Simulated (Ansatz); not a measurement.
Ansatz input

```yaml
crystal:
  lattice:
    - [2.5885824678, 0.0, 0.0]
    - [-1.2942912339, 2.2417781769, 0.0]
    - [0.0, 0.0, 9.1988131643]
  atoms:
    - { symbol: V, position: [0.0, 1.0, 1.0] }
    - { symbol: V, position: [0.0, 1.0, 0.5] }
    - { symbol: V, position: [0.3333333333, 0.6666666667, 0.25] }
    - { symbol: V, position: [0.6666666667, 0.3333333333, 0.75] }
hamiltonian:
  xc: pbesol
  pseudopotentials:
    kind: paw
    azcp:
      V: "pseudopotentials/V.paw.azcp"
basis:
  ecutwfc: 420
  fft_grid_basis: typed
kpoints:
  mp_grid: { grid: [18, 18, 5], shift: [0, 0, 0] }
magnetization:
  spin_polarized: false
scf:
  occupations: { method: fermi_dirac, width: 0.1 }
```

Terminal output

```
Warning: the record states the generating functional pbe (its physics header spells it `PBE`), which answers neither for hamiltonian.xc's functional nor for the pbesol family's — results may be inconsistent (PPs are generated against a specific XC)
Engine: ansatz 0.2.0, x86_64-unknown-linux-gnu
Pseudopotentials: kind: paw
Pseudopotential: V, paw, valence charge 13, recommended cutoff 420 eV (normal) 
Functional definition: PBEsol
  exchange = pbesol_x
  correlation = pbesol_c
Crystal: 4 atoms, lattice volume = 53.381 Å³
Basis set: ecut = 420 eV, 1057 PW (Γ)
Bands: 32, of which v1, the nominal top of the filled ones, is band 26 counted from 1 (25 counted from 0)
Symmetry: 24 space group operations
Space group: P63/mmc (ITA 194), of the structure as read, at distance tolerance 3.8e-5 Å
k-points: 111 of 1620
Non-local potential: V, projectors of the file, l = 0: 3, l = 1: 2, l = 2: 3, l = 3: 1
PAW form: soft (Blöchl's): semilocal exchange-correlation on the pseudo side does not see the compensation charge
PAW frozen core: V, regenerated for the run's functional, and the local potential with it (the file was generated under x = pbe(κ = 0.804, μ = 0.2195149727645171), c = pbe(β = 0.06672455060314922))
PAW one-centre angular grid: V, 590 points (default); XC on 64 Gauss nodes
Initial density: superposition of atomic densities (neutral atoms: chi_scale 0, normalization atom), corrected by the library's trained network
Initial wavefunctions: pseudopotential atomic-orbital guess
Functional: x = pbesol(κ = 0.804, μ = 0.12345679012345678), c = pbesol(β = 0.046)
SCF iter   1: F=—  HF=-11540.252408 eV  |F-HF|=—  |Δ(HF+E_count)|=         —  Δρ=1.09e-2  dr2=9.28e-2  ethr=1.77e-3  ⟨swp⟩=3.7  Hψ=24200  notcnv=0  defer=2
automatic band count: the SCF goes on with 38 bands, as 32 were too few: the levels above may hold too much charge
SCF iter   2: F=—  HF=-11540.247593 eV  |F-HF|=—  |Δ(HF+E_count)|=   4.81e-3  Δρ=8.05e-3  dr2=6.44e-2  ethr=1.79e-4  ⟨swp⟩=1.9  Hψ=5441  notcnv=0  defer=28
SCF iter   3: F=—  HF=-11540.244433 eV  |F-HF|=—  |Δ(HF+E_count)|=   3.16e-3  Δρ=2.36e-3  dr2=4.91e-3  ethr=1.24e-4  ⟨swp⟩=1.0  Hψ=4146  notcnv=0  defer=28
SCF iter   4: F=—  HF=-11540.244167 eV  |F-HF|=—  |Δ(HF+E_count)|=   2.66e-4  Δρ=3.55e-4  dr2=1.79e-4  ethr=9.44e-6  ⟨swp⟩=1.4  Hψ=4219  notcnv=0  defer=28
SCF iter   5: F=—  HF=-11540.244151 eV  |F-HF|=—  |Δ(HF+E_count)|=   1.57e-5  Δρ=9.34e-5  dr2=8.49e-6  ethr=3.45e-7  ⟨swp⟩=2.1  Hψ=4964  notcnv=0  defer=28
SCF iter   6: F=—  HF=-11540.244153 eV  |F-HF|=—  |Δ(HF+E_count)|=   2.01e-6  Δρ=1.70e-5  dr2=1.14e-7  ethr=1.63e-8  ⟨swp⟩=2.1  Hψ=5034  notcnv=0  defer=37
SCF iter   7: F=-11540.244153 eV  HF=-11540.244153 eV  |F-HF|=3.45e-9  |Δ(HF+E_count)|=   5.85e-9  Δρ=2.53e-6  dr2=3.01e-9  ethr=1.92e-10  ⟨swp⟩=2.0  Hψ=7535  notcnv=0
SCF 1 converged in 7 iterations: F = -11540.244153 eV  dr2 = 3.01e-9
SCF converged after 7 iterations
Free energy (F): -11540.244153 eV
Harris-Foulkes:  -11540.244153 eV  (|F-HF|=3.45e-9)
Internal energy: -11540.035339 eV  (E = F + TS)
E sigma→0 (E₀):  -11540.139746 eV
Entropy (-TS):   -0.208814 eV (-52.204 meV/atom)
Fermi energy:    16.901875 eV
--- Per-component energies (eV) ---
  E_band       = -567.796744
  E_kinetic    = 1347.014387
  E_local      = -3566.910376  (includes V_loc(G=0)·N_el)
  E_nonlocal   = -174.883976
  E_hartree    = 1638.308756
  E_xc         = -518.287299
  E_vxc        = -659.944884  (∫ρ·V_xc dr)
  E_paw        = -4345.856498  (= ΣΔE_a)
  E_vpaw       = -789.692197  (= ΣTr[D̂ρ^β])
  E_aug_tail   = 0.001059  (compensation charges beyond the density's cutoff)
  E_ewald      = -5920.020107
  E_core_change = 0.598716  (= ΣΔE_core)
  E_smearing   = -0.208814  (= −TS)
  E_closure    = 0.000000  (closes the sum)
  Σ components = -11540.244153   (vs F -11540.244153, Δ=0.00e0)
```
